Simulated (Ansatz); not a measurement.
Space group I4_1/amd:1 (No. 141). a = 3.778 Å, b = 3.778 Å, c = 9.583 Å, α = 90.00°, β = 90.00°, γ = 90.00°
```csv
atom,site,symmetry,x,y,z
Ti,4a,-4m2,0.0000,0.0000,0.0000
O,8e,2mm.,0.0000,0.0000,0.2073
```

Equation of state of this TiO2 structure (not necessarily the ground state), with shape and atoms relaxed at each volume where symmetry leaves them free. The calculation used DFT r2SCAN, scalar-relativistic, plane waves, PAW in Ansatz.

Cutoff 500 eV; k points 8×8×8 on the computed 6-atom cell (Γ-centred); Gaussian smearing, width 0.02 eV; no spin polarisation.

```json
{"V (Å³/atom)": "10.715", "E − E(largest V) (meV/atom)": "3.39", "P (GPa)": "12.61", "gap on mesh (eV)": "2.48"}
{"V (Å³/atom)": "11.057", "E − E(largest V) (meV/atom)": "-16.32", "P (GPa)": "5.99", "gap on mesh (eV)": "2.54"}
{"V (Å³/atom)": "11.399", "E − E(largest V) (meV/atom)": "-22.60", "P (GPa)": "0.00", "gap on mesh (eV)": "2.57"}
{"V (Å³/atom)": "11.740", "E − E(largest V) (meV/atom)": "-16.74", "P (GPa)": "-5.39", "gap on mesh (eV)": "2.56"}
{"V (Å³/atom)": "12.082", "E − E(largest V) (meV/atom)": "0.00", "P (GPa)": "-10.18", "gap on mesh (eV)": "2.54"}
```

Fit a third-order Birch–Murnaghan equation to E(V).

V0 = 11.40 Å³/atom, B0 = 189 GPa, B0' = 2.5.

Cost: 5 runs of about 2.6 core-minutes in all, on AMD EPYC 9R45 (Zen 5) (shared hosts).